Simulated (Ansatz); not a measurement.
**Al₄Co₃Ni: a bulk modulus from differences**

It was reached by relaxing an invented guess, and it needn't be the stable form of this composition.

The calculation used DFT PBE, scalar-relativistic, plane waves, PAW in Ansatz 0.2.0. Cutoff 420 eV, Γ-centred 10×10×10 mesh (8-atom cell), Gaussian smearing of 0.10 eV, collinear spin.

```cif
data_structure
_symmetry_space_group_name_H-M 'Im-3m'
_symmetry_Int_Tables_number 229
_cell_length_a 5.7309
_cell_length_b 5.7309
_cell_length_c 5.7309
_cell_angle_alpha 90.000
_cell_angle_beta 90.000
_cell_angle_gamma 90.000
_cell_volume 188.22
loop_
_atom_site_label
_atom_site_type_symbol
_atom_site_symmetry_multiplicity
_atom_site_Wyckoff_symbol
_atom_site_fract_x
_atom_site_fract_y
_atom_site_fract_z
_atom_site_occupancy
Al1 Al 8 c 0.25000 0.75000 0.25000 1
Co1 Co 6 b 0.00000 0.50000 0.00000 1
Ni1 Ni 2 a 0.00000 0.00000 0.00000 1
```

The cell was set to several volumes, with shape and atoms relaxed at each where symmetry leaves them free. Pressure is positive in compression, and energies count from the lowest row. No row has a gap on its mesh.

```tsv
row	V (Å³/atom)	P (GPa)	ΔE (meV/atom)	largest moment (μB)
1	10.352	28.65	112.3	0.17
2	10.705	19.64	59.5	0.20
3	11.058	?	?	?
4	11.411	5.51	5.9	0.28
5	11.764	-0.01	0.0	0.32
6	12.117	-4.71	5.3	0.36
7	12.470	-8.72	20.1	0.40
8	12.940	-13.16	52.4	0.44
```

Task: Find B = −V·ΔP/ΔV from rows 4 and 6 and from rows 1 and 2, and from the two its slope B′ and its value B0 at zero pressure.

Result: Rows 4 and 6 give −(11.411 + 12.117)/2 × (-4.71 − (5.51))/(12.117 − 11.411) = 170.3 GPa at a mean pressure of 0.40 GPa. Rows 1 and 2 give −(10.352 + 10.705)/2 × (19.64 − (28.65))/(10.705 − 10.352) = 268.7 GPa at a mean pressure of 24.14 GPa. So B′ = (268.7 − 170.3)/(24.14 − (0.40)) = 4.14 and B0 = 170.3 − 4.14 × (0.40) = 168.6 GPa. A third-order Birch–Murnaghan fit to all the energies gives B0 = 169.2 GPa and B′ = 4.4.

Task: Estimate the pressure and energy of row 3.

Result: From row 5, V0 = 11.764 × (1 + (-0.01)/168.6) = 11.763 Å³/atom. Murnaghan's form P = (B0/B′)·[(V0/V)^B′ − 1] gives (168.6/4.14) × [(11.763/11.058)^4.14 − 1] = 11.87 GPa; the computed pressure is 12.00 GPa, so the estimate is off by -0.13 GPa. The work of compression from row 4, with the mean of the two pressures, gives ΔE = 5.9 + (11.87 + 5.51)/2 × (11.411 − 11.058)/160.2 × 1000 = 25.0 meV/atom (1 eV/Å³ = 160.2 GPa); the computed value is 24.9 meV/atom. Its largest moment is 0.24 μB.

Another magnetic order may lie lower. All volumes keep the k mesh of the relaxed cell. A later test with randomly moved atoms came back to the same energy, though modes that don't fit the test's cell weren't probed.
